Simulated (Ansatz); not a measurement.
An Ansatz (a program for electronic structure) run. Input:

Ansatz 0.2 input:
```yaml
crystal:
  lattice:
    - [0.0, 2.6449779372, 2.6449779372]
    - [2.6449779372, 0.0, 2.6449779372]
    - [2.6449779372, 2.6449779372, 0.0]
  atoms:
    - { symbol: Cu, position: [0.5, 0.5, 0.5] }
    - { symbol: Cl, position: [0.25, 0.25, 0.25] }
kpoints:
  mp_grid: { grid: [9, 9, 9] }
hamiltonian:
  xc: pbesol
  pseudopotentials: { kind: paw }
scf:
  occupations: { method: fixed }
elastic: { mode: relaxed_ion, stencil: two_point, amplitude: 0.005, f_tol: 0.0005 }
output: { polarization: {} }
```

Output (shortened):

```
Pseudopotential: Cu, paw, valence charge 19
Pseudopotential: Cl, paw, valence charge 7
Functional definition: PBEsol
Crystal: 2 atoms, lattice volume = 37.008 Å³
Basis set: ecut = 420 eV, 725 PW (Γ), exchange–correlation on 54×54×54 points (8 copies of the dense FFT grid, shifted against one another)
Bands: 17, of which v1, the nominal top of the filled ones, is band 13 counted from 1 (12 counted from 0)
Symmetry: 24 space group operations
Space group: F-43m (ITA 216), of the structure as read, at distance tolerance 3.3e-5 Å
k-points: 35 of 729 (time reversal used)
SCF 1 converged in 9 iterations: F = -7650.315661 eV  dr2 = 1.80e-14
Crystal: 2 atoms, lattice volume = 36.823 Å³
Symmetry: 8 space group operations
k-points: 75 of 729 (time reversal used)
SCF 2 converged in 11 iterations: F = -7650.315452 eV  dr2 = 2.22e-15
Crystal: 2 atoms, lattice volume = 37.193 Å³
SCF 3 converged in 10 iterations: F = -7650.315456 eV  dr2 = 1.08e-14
Crystal: 2 atoms, lattice volume = 37.008 Å³
Symmetry: 4 space group operations
k-points: 125 of 729 (time reversal used)
SCF 4 converged in 10 iterations: F = -7650.315521 eV  dr2 = 9.67e-14
relax step   1: F+E_penalty+E_count = -7650.31552090 eV  Δ(F+E_penalty+E_count) = +0.000e0 eV  max|allowed force component| = 2.095e-2 eV/Å  Δτ_max = 0.0000 Å  (10 SCF iters, accepted)
Crystal: 2 atoms, lattice volume = 37.008 Å³
SCF 5 converged in 7 iterations: F = -7650.315540 eV  dr2 = 6.67e-14
relax step   2: F+E_penalty+E_count = -7650.31554017 eV  Δ(F+E_penalty+E_count) = -1.927e-5 eV  max|allowed force component| = 1.866e-2 eV/Å  Δτ_max = 0.0005 Å  (7 SCF iters, accepted)
Crystal: 2 atoms, lattice volume = 37.008 Å³
SCF 6 converged in 8 iterations: F = -7650.315614 eV  dr2 = 6.02e-14
relax step   3: F+E_penalty+E_count = -7650.31561423 eV  Δ(F+E_penalty+E_count) = -7.406e-5 eV  max|allowed force component| = 6.147e-6 eV/Å  Δτ_max = 0.0040 Å  (8 SCF iters, accepted)
Crystal: 2 atoms, lattice volume = 37.008 Å³
SCF 7 converged in 6 iterations: F = -7650.315614 eV  dr2 = 1.17e-14
Crystal: 2 atoms, lattice volume = 37.008 Å³
SCF 8 converged in 10 iterations: F = -7650.315521 eV  dr2 = 9.61e-14
relax step   1: F+E_penalty+E_count = -7650.31552090 eV  Δ(F+E_penalty+E_count) = +0.000e0 eV  max|allowed force component| = 2.095e-2 eV/Å  Δτ_max = 0.0000 Å  (10 SCF iters, accepted)
Crystal: 2 atoms, lattice volume = 37.008 Å³
SCF 9 converged in 7 iterations: F = -7650.315540 eV  dr2 = 6.32e-14
relax step   2: F+E_penalty+E_count = -7650.31554017 eV  Δ(F+E_penalty+E_count) = -1.927e-5 eV  max|allowed force component| = 1.866e-2 eV/Å  Δτ_max = 0.0005 Å  (7 SCF iters, accepted)
Crystal: 2 atoms, lattice volume = 37.008 Å³
SCF 10 converged in 8 iterations: F = -7650.315614 eV  dr2 = 6.32e-14
relax step   3: F+E_penalty+E_count = -7650.31561423 eV  Δ(F+E_penalty+E_count) = -7.406e-5 eV  max|allowed force component| = 5.959e-6 eV/Å  Δτ_max = 0.0040 Å  (8 SCF iters, accepted)
Crystal: 2 atoms, lattice volume = 37.008 Å³
SCF 11 converged in 6 iterations: F = -7650.315614 eV  dr2 = 1.22e-14
SCF converged after 9 iterations
Free energy (F): -7650.315661 eV
Harris-Foulkes:  -7650.315661 eV  (|F-HF|=1.82e-12)
Internal energy: -7650.315661 eV  (E = F + TS)
E sigma→0 (E₀):  -7650.315661 eV
Fermi energy:    8.156809 eV
--- Per-component energies (eV) ---
  E_band       = -503.132559
  E_kinetic    = 462.447074
  E_local      = -5756.856111  (includes V_loc(G=0)·N_el)
  E_nonlocal   = 437.394954
  E_hartree    = 2530.349434
  E_xc         = -192.680351
  E_vxc        = -233.792502  (∫ρ·V_xc dr)
  E_paw        = -2282.458774  (= ΣΔE_a)
  E_vpaw       = -473.025157  (= ΣTr[D̂ρ^β])
  E_aug_tail   = 0.000319  (compensation charges beyond the density's cutoff)
  E_ewald      = -2848.796841
  E_core_change = 0.284634  (= ΣΔE_core)
  E_smearing   =  0.000000  (= −TS)
  E_closure    =  0.000000  (closes the sum)
  Σ components = -7650.315661   (vs F -7650.315661, Δ=0.00e0)
--- Forces (eV/Å), atoms counted from 1 ---
  atom   1  Cu     0.00000000     0.00000000     0.00000000
  atom   2  Cl     0.00000000     0.00000000     0.00000000
  max |Σ_I F_I| component: 2.41e-16 eV/Å
--- Stress (GPa, compression-positive) ---
        0.000558       0.000000       0.000000
        0.000000       0.000558       0.000000
        0.000000       0.000000       0.000558
  P = ⅓ Tr σ = 0.0006 GPa (0.006 kbar)
--- Band table (eV; the first three rows and the last of 35) ---
  k-point 0: bands = ["-102.8434", "-60.4207", "-60.4207", "-60.4207", "-9.1887", "2.9253", "2.9253", "2.9253", "6.3981", "6.3981", "8.1568", "8.1568", "8.1568", "8.7112", "14.7170", "14.7170", "14.7170"]
  k-point 1: bands = ["-102.8434", "-60.4208", "-60.4207", "-60.4207", "-9.1298", "2.6665", "2.9315", "2.9315", "6.3891", "6.3891", "7.7805", "8.0870", "8.0870", "9.3107", "14.4517", "14.8943", "14.8943"]
  k-point 2: bands = ["-102.8434", "-60.4210", "-60.4207", "-60.4207", "-8.9753", "2.0824", "2.9449", "2.9449", "6.3835", "6.3835", "7.2830", "7.9069", "7.9069", "10.2385", "14.1514", "15.2137", "15.2137"]
  k-point 34: bands = ["-102.8434", "-60.4213", "-60.4211", "-60.4209", "-8.4766", "1.6752", "2.1010", "2.7676", "6.1767", "6.3082", "6.6144", "6.8485", "7.2258", "13.0749", "13.5344", "15.1654", "16.5458"]
--- Elastic constants: 2 strain directions × 2 members + reference (group order 24) ---
  dense FFT box of the reference and of every strained cell: 27×27×27
  strains applied: 11, 23; error gains: componentwise 1.00 (the most a stress slope's error grows in a printed constant), spectral 1.73 (1 for all six strains …
  C = ∂σ_k/∂η_j (tension-positive GPa; Voigt order 11 22 33 23 13 12):
        71.186     58.546     58.546      0.000      0.000      0.000
        58.546     71.186     58.546      0.000      0.000      0.000
        58.546     58.546     71.186      0.000      0.000      0.000
         0.000      0.000      0.000     15.859      0.000      0.000
         0.000      0.000      0.000      0.000     15.859      0.000
         0.000      0.000      0.000      0.000      0.000     15.859
  reference stress σ⁰ (GPa):     -0.001     -0.001     -0.001      0.000      0.000      0.000
  moduli (Voigt/Reuss/Hill, GPa): K = 62.76/62.76/62.76   G = 12.04/9.89/10.97   E = 31.09   ν = 0.417
  mechanically stable: yes (min eigenvalue of sym C = 12.64 GPa)
  e, the proper piezoelectric tensor (elastic.mode: relaxed_ion; C/m²; rows x y z; Voigt order 11 22 33 23 13 12):
       0.00000    0.00000    0.00000   -0.43517    0.00000    0.00000
       0.00000    0.00000    0.00000    0.00000   -0.43517    0.00000
       0.00000    0.00000    0.00000    0.00000    0.00000   -0.43517
  ±, each entry's uncertainty from the finite density of the strings (C/m²), an estimate: the size of the correction for it that the entry includes:
       0.00000    0.00000    0.00000    0.00685    0.00000    0.00000
       0.00000    0.00000    0.00000    0.00000    0.00685    0.00000
       0.00000    0.00000    0.00000    0.00000    0.00000    0.00685
  strain η (Voigt 11):  stress-route row diagonal C_11 = 71.19 GPa, energy-path curvature d²(F+E_count+ΔE)/dδ²/Ω₀ = 71.14 GPa
         δ    σ_11 (GPa)             F (eV)   n_scf  n_hpsi   n_pw
    -5.000e-3      -0.3597       -7650.3154517      11   33217    739   relax 0 steps, max|allowed force component| 0.00e0 eV/Å
     5.000e-3       0.3522       -7650.3154562      10   27857    746   relax 0 steps, max|allowed force component| 0.00e0 eV/Å
  strain η (Voigt 23):  stress-route row diagonal C_44 = 15.86 GPa, energy-path curvature d²(F+E_count+ΔE)/dδ²/Ω₀ = 15.87 GPa
         δ    σ_23 (GPa)             F (eV)   n_scf  n_hpsi   n_pw
    -5.000e-3      -0.0793       -7650.3156142       6   30912    745   relax 3 steps, max|allowed force component| 6.15e-6 eV/Å
     5.000e-3       0.0793       -7650.3156142       6   30867    745   relax 3 steps, max|allowed force component| 5.96e-6 eV/Å
--- Formal polarisation (Berry phase): one branch of a lattice of values; only differences between neighbouring runs are physical ---
  axis  mesh            electronic          ionic      p = total  spread (rad)  least overlap  resolved gap  δp at fixed H ≤   (phases in cycles; p mod 1 …
  b1    9×9×9          -1.00000000    11.25000000    10.25000000      0.135581         0.9038        0.5544           9.9e-6
  b2    9×9×9          -1.00000000    11.25000000    10.25000000      0.135581         0.9038        0.5544           9.9e-6
  b3    9×9×9          -1.00000000    11.25000000    10.25000000      0.135581         0.9038        0.5544           9.9e-6
  quantum along a1:   0.10107434 e/Å² =   161.938939 µC/cm²
  quantum along a2:   0.10107434 e/Å² =   161.938939 µC/cm²
  quantum along a3:   0.10107434 e/Å² =   161.938939 µC/cm²
  P = (  1.46514213,   1.46514213,   1.46514213) e/Å² = ( 2347.416493,  2347.416493,  2347.416493) µC/cm²  (mod the quanta)
```

Cost: roughly 80 core-seconds on shared cores.

The PBEsol relaxation kept the symmetry of its start. No spin polarisation was allowed.

Potentials: the later of the program's two PAW sets.

Ansatz is a plane-wave DFT program.
